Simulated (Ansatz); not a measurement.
## Ni2PbO4 in Ansatz, relaxation

input.yaml:

```yaml
crystal:
  lattice:
    - [-2.98246353, 0.0, 5.01767268]
    - [2.98246353, 0.0, 5.01767268]
    - [2.98246353, 5.84200837, 0.0]
  atoms:
    - { symbol: Ni, position: [0.4816, 0.4816, 0.25], spin: 2.0 }
    - { symbol: Ni, position: [0.7684, 0.7684, 0.25], spin: 2.0 }
    - { symbol: Ni, position: [0.5184, 0.5184, 0.75], spin: 2.0 }
    - { symbol: Ni, position: [0.2316, 0.2316, 0.75], spin: 2.0 }
    - { symbol: Pb, position: [0.125, 0.125, 0.25] }
    - { symbol: Pb, position: [0.875, 0.875, 0.75] }
    - { symbol: O, position: [0.3229, 0.1401, 0.0976] }
    - { symbol: O, position: [0.1401, 0.3229, 0.4024] }
    - { symbol: O, position: [0.2623, 0.7747, 0.4024] }
    - { symbol: O, position: [0.7747, 0.2623, 0.0976] }
    - { symbol: O, position: [0.6771, 0.8599, 0.9024] }
    - { symbol: O, position: [0.8599, 0.6771, 0.5976] }
    - { symbol: O, position: [0.7377, 0.2253, 0.5976] }
    - { symbol: O, position: [0.2253, 0.7377, 0.9024] }
kpoints:
  mp_grid: { grid: [4, 4, 4], shift: [0, 0, 0] }
magnetization:
  spin_polarized: true
scf:
  occupations: { method: cold, width: 0.0867 }
  lower_state_search: "off"
hamiltonian:
  pseudopotentials: { kind: paw }
  xc: pbe
basis:
  ecutwfc: 420
  fft_grid_basis: typed
relax:
  max_steps: 80
  cell: { p_target: 5.0 }
  f_tol: 0.03
output:
  forces: true
  stress: true
  eigenvalues: true
  bader: true
  populations: true
  elf: true
  write_potential: true
  volumetric_format: npy
  dos:
    e_range: [-12, 8]
    de: 0.05
    projected: { site_lists: { Ni: [Ni], O: [O], Pb: [Pb] } }
checkpoint:
  read: saved_state
```

Launch command:

```bash
ansatz run input.yaml --threads 2 --pin off --max-ram 4096MiB --backend cpu --events-out ev --progress --plain --runs-dir out
```

Origin of the cell: a known structure type with other elements, at an estimated volume, so it need not be a known compound.

The saved state is a converged single point of the same cell. Its moments changed on the way.

Steps («new basis» is an SCF on plane waves selected anew at the same cell):

```tsv
step	ΔH (meV/atom)	max force component (eV/Å)	P (GPa)	volume (Å³)	SCF iterations	step was
1	0.0	10.185	55.16	174.85	14	accepted
2	-1149.6	2.526	8.66	182.79	12	accepted
3	-1348.1	1.223	8.53	177.22	10	accepted
4	-1453.8	0.418	6.37	176.63	13	accepted
5	-1514.9	0.582	5.71	176.06	13	accepted
6	-1569.0	0.693	4.52	176.61	15	accepted
7	-1612.4	0.557	4.96	173.77	12	accepted
8	-1633.6	0.612	6.19	168.64	10	accepted
9	-1651.0	0.258	6.17	164.43	19	accepted
10	-1651.5	0.159	6.14	163.81	14	accepted
11	-1652.8	0.062	2.99	166.56	12	accepted
12	-1654.0	0.020	5.23	164.81	10	accepted
13	-1654.0	0.006	5.02	164.94	7	accepted
14	-1654.0	0.001	5.00	164.93	7	accepted
15	-1715.1	0.055	11.07	164.93	12	new basis
16	-1738.0	0.035	7.28	170.72	13	accepted
17	-1744.6	0.080	4.48	176.53	14	accepted
18	-1748.2	0.086	4.88	176.58	10	accepted
19	-1749.9	0.078	4.77	176.78	10	accepted
20	-1750.5	0.021	5.05	175.79	8	accepted
21	-1750.5	0.023	5.07	176.03	8	rejected
22	-1750.5	0.004	5.01	175.95	13	accepted
23	-1759.7	0.005	6.07	175.95	10	new basis
24	-1760.2	0.097	4.17	179.65	10	accepted
25	-1761.0	0.007	5.12	178.46	8	accepted
26	-1761.0	0.000	4.99	178.67	8	accepted
27	-1762.1	0.001	5.04	178.67	9	new basis
28	-1762.1	0.002	5.01	178.83	8	accepted
29	-1762.1	0.002	5.01	178.83	7	new basis
30	-1762.1	0.001	5.00	178.84	8	accepted
31	-1762.2	0.001	5.00	178.84	6	new basis
```

Step 1, with forces in eV/Å:

```xyz
14
Lattice="-2.982 0.000 5.018 2.982 0.000 5.018 2.982 5.842 0.000" Properties=species:S:1:pos:R:3:forces:R:3 pbc="T T T" step=1
Ni    0.746    1.461    4.833    0.000    0.000    0.669
Ni    0.746    1.461    7.711    0.000    0.000   -0.669
Ni    2.237    4.382    5.202    0.000    0.000   -0.669
Ni    2.237    4.382    2.324    0.000    0.000    0.669
Pb    0.746    1.461    1.254    0.000    0.000    0.000
Pb    2.237    4.382    8.781    0.000    0.000    0.000
O    -0.254    0.570    2.323  -10.121   -8.702   10.185
O     1.745    2.351    2.323   10.121    8.702   10.185
O     2.728    2.351    5.203  -10.121    8.702  -10.185
O    -1.237    0.570    5.203   10.121   -8.702  -10.185
O     3.237    5.272    7.712   10.121    8.702  -10.185
O     1.237    3.491    7.712  -10.121   -8.702  -10.185
O     0.254    3.491    4.832   10.121   -8.702   10.185
O     4.220    5.272    4.832  -10.121    8.702   10.185
```

Step 4, with forces in eV/Å:

```xyz
14
Lattice="-3.021 0.000 5.495 3.021 0.000 5.495 3.021 5.320 0.000" Properties=species:S:1:pos:R:3:forces:R:3 pbc="T T T" step=4
Ni    0.755    1.330    5.521    0.000    0.000   -0.105
Ni    0.755    1.330    8.216    0.000    0.000    0.105
Ni    2.266    3.990    5.468    0.000    0.000    0.105
Ni    2.266    3.990    2.773    0.000    0.000   -0.105
Pb    0.755    1.330    1.374    0.000    0.000    0.000
Pb    2.266    3.990    9.615    0.000    0.000    0.000
O    -0.463    0.489    2.842   -0.390    0.193    0.418
O     1.973    2.171    2.842    0.390   -0.193    0.418
O     2.559    2.171    5.400   -0.390   -0.193   -0.418
O    -1.048    0.489    5.400    0.390    0.193   -0.418
O     3.484    4.831    8.147    0.390   -0.193   -0.418
O     1.048    3.148    8.147   -0.390    0.193   -0.418
O     0.463    3.148    5.589    0.390    0.193    0.418
O     4.069    4.831    5.589   -0.390   -0.193    0.418
```

Step 7, with forces in eV/Å:

```xyz
14
Lattice="-3.302 0.000 5.898 3.302 0.000 5.898 3.302 4.462 0.000" Properties=species:S:1:pos:R:3:forces:R:3 pbc="T T T" step=7
Ni    0.825    1.116    5.945    0.000    0.000    0.273
Ni    0.825    1.116    8.799    0.000    0.000   -0.273
Ni    2.476    3.347    5.851    0.000    0.000   -0.273
Ni    2.476    3.347    2.996    0.000    0.000    0.273
Pb    0.825    1.116    1.474    0.000    0.000    0.000
Pb    2.476    3.347   10.321    0.000    0.000    0.000
O    -0.726    0.696    3.089    0.525    0.557   -0.103
O     2.377    1.535    3.089   -0.525   -0.557   -0.103
O     2.575    1.535    5.758    0.525   -0.557    0.103
O    -0.924    0.696    5.758   -0.525    0.557    0.103
O     4.028    3.767    8.707   -0.525   -0.557    0.103
O     0.924    2.927    8.707    0.525    0.557    0.103
O     0.726    2.927    6.038   -0.525    0.557   -0.103
O     4.226    3.767    6.038    0.525   -0.557   -0.103
```

Step 10, with forces in eV/Å:

```xyz
14
Lattice="-3.430 0.000 5.887 3.430 0.000 5.887 3.430 4.056 0.000" Properties=species:S:1:pos:R:3:forces:R:3 pbc="T T T" step=10
Ni    0.857    1.014    6.081    0.000    0.000   -0.156
Ni    0.857    1.014    8.638    0.000    0.000    0.156
Ni    2.572    3.042    5.694    0.000    0.000    0.156
Ni    2.572    3.042    3.137    0.000    0.000   -0.156
Pb    0.857    1.014    1.472    0.000    0.000    0.000
Pb    2.572    3.042   10.303    0.000    0.000    0.000
O    -0.801    0.813    3.047    0.159    0.033   -0.116
O     2.515    1.215    3.047   -0.159   -0.033   -0.116
O     2.629    1.215    5.784    0.159   -0.033    0.116
O    -0.914    0.813    5.784   -0.159    0.033    0.116
O     4.230    3.243    8.728   -0.159   -0.033    0.116
O     0.914    2.841    8.728    0.159    0.033    0.116
O     0.801    2.841    5.990   -0.159    0.033   -0.116
O     4.344    3.243    5.990    0.159   -0.033   -0.116
```

Step 15, with forces in eV/Å:

```xyz
14
Lattice="-3.436 0.000 5.840 3.436 0.000 5.840 3.436 4.109 0.000" Properties=species:S:1:pos:R:3:forces:R:3 pbc="T T T" step=15
Ni    0.859    1.027    6.007    0.000    0.000    0.017
Ni    0.859    1.027    8.593    0.000    0.000   -0.017
Ni    2.577    3.082    5.673    0.000    0.000   -0.017
Ni    2.577    3.082    3.087    0.000    0.000    0.017
Pb    0.859    1.027    1.460    0.000    0.000    0.000
Pb    2.577    3.082   10.220    0.000    0.000    0.000
O    -0.794    0.807    3.013    0.055   -0.007    0.000
O     2.512    1.248    3.013   -0.055    0.007    0.000
O     2.642    1.248    5.747    0.055    0.007    0.000
O    -0.924    0.807    5.747   -0.055   -0.007    0.000
O     4.231    3.302    8.667   -0.055    0.007    0.000
O     0.924    2.861    8.667    0.055   -0.007    0.000
O     0.794    2.861    5.933   -0.055   -0.007    0.000
O     4.361    3.302    5.933    0.055    0.007    0.000
```

Step 18, with forces in eV/Å:

```xyz
14
Lattice="-3.594 0.000 6.224 3.594 0.000 6.224 3.594 3.947 0.000" Properties=species:S:1:pos:R:3:forces:R:3 pbc="T T T" step=18
Ni    0.898    0.987    6.412    0.000    0.000    0.005
Ni    0.898    0.987    9.147    0.000    0.000   -0.005
Ni    2.695    2.960    6.035    0.000    0.000   -0.005
Ni    2.695    2.960    3.300    0.000    0.000    0.005
Pb    0.898    0.987    1.556    0.000    0.000    0.000
Pb    2.695    2.960   10.892    0.000    0.000    0.000
O    -0.894    0.831    3.158   -0.086    0.006    0.005
O     2.691    1.143    3.158    0.086   -0.006    0.005
O     2.699    1.143    6.178   -0.086   -0.006   -0.005
O    -0.903    0.831    6.178    0.086    0.006   -0.005
O     4.488    3.117    9.290    0.086   -0.006   -0.005
O     0.903    2.804    9.290   -0.086    0.006   -0.005
O     0.894    2.804    6.269    0.086    0.006    0.005
O     4.496    3.117    6.269   -0.086   -0.006    0.005
```

Step 23, with forces in eV/Å:

```xyz
14
Lattice="-3.674 0.000 6.185 3.674 0.000 6.185 3.674 3.872 0.000" Properties=species:S:1:pos:R:3:forces:R:3 pbc="T T T" step=23
Ni    0.918    0.968    6.383    0.000    0.000    0.001
Ni    0.918    0.968    9.080    0.000    0.000   -0.001
Ni    2.755    2.904    5.987    0.000    0.000   -0.001
Ni    2.755    2.904    3.291    0.000    0.000    0.001
Pb    0.918    0.968    1.546    0.000    0.000    0.000
Pb    2.755    2.904   10.824    0.000    0.000    0.000
O    -0.954    0.847    3.119    0.000   -0.005    0.002
O     2.791    1.088    3.119    0.000    0.005    0.002
O     2.720    1.088    6.159    0.000    0.005   -0.002
O    -0.883    0.847    6.159    0.000   -0.005   -0.002
O     4.628    3.024    9.252    0.000    0.005   -0.002
O     0.883    2.783    9.252    0.000   -0.005   -0.002
O     0.954    2.783    6.211    0.000   -0.005    0.002
O     4.557    3.024    6.211    0.000    0.005    0.002
```

Step 31, with forces in eV/Å:

```xyz
14
Lattice="-3.773 0.000 6.271 3.773 0.000 6.271 3.773 3.779 0.000" Properties=species:S:1:pos:R:3:forces:R:3 pbc="T T T" step=31
Ni    0.943    0.945    6.466    0.000    0.000    0.000
Ni    0.943    0.945    9.212    0.000    0.000    0.000
Ni    2.830    2.834    6.076    0.000    0.000    0.000
Ni    2.830    2.834    3.330    0.000    0.000    0.000
Pb    0.943    0.945    1.568    0.000    0.000    0.000
Pb    2.830    2.834   10.975    0.000    0.000    0.000
O    -1.021    0.864    3.136    0.000    0.001    0.000
O     2.908    1.025    3.136    0.000   -0.001    0.000
O     2.752    1.025    6.270    0.000   -0.001    0.000
O    -0.865    0.864    6.270    0.000    0.001    0.000
O     4.795    2.915    9.406    0.000   -0.001    0.000
O     0.865    2.754    9.406    0.000    0.001    0.000
O     1.021    2.754    6.272    0.000    0.001    0.000
O     4.639    2.915    6.272    0.000   -0.001    0.000
```

| Property | Result |
| --- | --- |
| Enthalpy lowered by | 1762.2 meV/atom |
| Volume change | 2.28 % |
| Final pressure | 5.00 GPa |
| Relaxation steps listed | 31 |
| Site moments at the end (small spheres, which read low) | Ni1 -0.3, Ni2 -0.3, Ni3 -0.3, Ni4 -0.3 μB |
| Total moment | 1.92 μB |

Caveats: a starting moment was lost; no spin-orbit coupling, though heavy elements are present; the given cell is far from equilibrium, with atoms too close or a volume far off; the k mesh is coarse if the cell is a metal; the magnetic state was chosen at the start cell and may not be the lowest after relaxing; the relaxation held the start's symmetry, so the end may be a saddle point.

The run took 21 min on 2 threads of Arm Neoverse V1, on a shared host, peak memory 0.86 GiB, from a saved density.
